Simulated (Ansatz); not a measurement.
Rh:
```cif
data_Rh
_chemical_formula_sum 'Rh1'
_space_group_name_H-M_alt 'P 1'
_space_group_IT_number 1
_cell_length_a 2.63637
_cell_length_b 2.63637
_cell_length_c 2.63637
_cell_angle_alpha 109.471
_cell_angle_beta 109.471
_cell_angle_gamma 109.471
loop_
_space_group_symop_operation_xyz
  'x, y, z'
loop_
_atom_site_label
_atom_site_type_symbol
_atom_site_fract_x
_atom_site_fract_y
_atom_site_fract_z
_atom_site_occupancy
Rh1 Rh 0.00000 0.00000 0.00000 1
```

Relaxed with r²SCAN.

Task: Tabulate the valence density and the electron localisation function along the shortest Rh–Rh contact (2.64 Å), r²SCAN in the plane-wave PAW code Ansatz.

Result: 

```
distance from Rh (Å)  density (e/Å³)   ELF
--------------------  --------------  ----
0.26                           11.93  0.73
0.40                            9.23  0.69
0.53                            6.41  0.64
0.66                            3.94  0.55
0.79                            1.97  0.44
0.92                            0.94  0.32
1.05                            0.60  0.24
1.19                            0.42  0.24
1.32                            0.39  0.26
1.45                            0.42  0.24
1.58                            0.60  0.24
1.71                            0.94  0.32
1.85                            1.97  0.44
1.98                            3.94  0.55
2.11                            6.41  0.64
2.24                            9.23  0.69
2.37                           11.93  0.73
```

The density is the valence pseudo-density with augmentation charge, so density and ELF within about 1 Å of a nucleus are not all-electron values.

Space group Im-3m (bcc (W type)). The start of the workflow was typed in or built on a structure type; the Crystallography Open Database copy checked does not list it. It is not the phase usual at ambient conditions (space group No. 225). The r²SCAN relaxation kept the symmetry of its start. At this level the phase is mechanically unstable. No spin polarisation was allowed.

Potentials: the earlier of the program's two PAW sets.
